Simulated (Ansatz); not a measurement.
Frozen-phonon scan for Al (fcc, Cu type)

Starting cell, Al (fcc, Cu type):

```
CELL_PARAMETERS angstrom
      0.00000     4.03999     4.03999
      2.01999     0.00000     2.01999
      2.01999     2.01999     0.00000
ATOMIC_POSITIONS crystal
  Al 0.00000 0.00000 0.00000
  Al 0.50000 0.00000 0.00000
```

The atoms are displaced by Q × the pattern below (from a DFPT mode at L = (0.5, 0.0, 0.0), largest move 1; Q in Å), at fixed cell. (q is in reciprocal vectors of the primitive cell; the cell shown is doubled to hold the pattern.)

```tsv
atom	x	y	z
Al1	-0.577	0.577	0.577
Al2	0.577	-0.577	-0.577
```

Computed with PBE (plane waves to 420 eV, PAW, scalar-relativistic; Ansatz, a first-principles code). k mesh 10×20×20 (Γ-centred), Fermi-Dirac smearing 0.05 eV. E stands for the smeared free energy. Compression counts positive. With partly filled bands, energies and forces of such displacements shift with the k mesh and the smearing. Al was relaxed with its symmetry unable to fall. The PAW data are Ansatz's earlier set. ΔE is measured from the undisplaced structure.

```tsv
Q (Å)	ΔE (meV/cell)	P (GPa)	−dE/dQ from forces (eV/Å)
-0.180	350	5.3	4.142
-0.150	238	3.6	3.324
-0.120	150	2.3	2.569
-0.090	84	1.3	1.878
-0.060	37	0.6	1.236
-0.030	9	0.1	0.615
0.000	0	0.0	0.000
0.030	9	0.1	-0.615
0.060	37	0.6	-1.236
0.090	84	1.3	-1.878
0.120	150	2.3	-2.569
0.150	238	3.6	-3.324
0.180	350	5.3	-4.142
```

What the scan shows:

```
Property                                                                                                              Value
-----------------------------------------------------------  --------------------------------------------------------------
Energy at Q = 0.180 Å                                                                                          350 meV/cell
Space group of the distorted cell                                                        R-3m (No. 166), lowered from Fm-3m
Symmetry of the curve                                                                         even: the same for both signs
Shape of the curve                                           a single well with its minimum at or next to zero displacement
Harmonic wavenumber from the curvature (finite differences)                                                        321 cm⁻¹
Wavenumber by perturbation theory (DFPT, on another k mesh)                                                        321 cm⁻¹
```

(For displaced atoms, the force is minus the slope of the energy, and its curvature is a force constant, which sets phonon frequencies.)
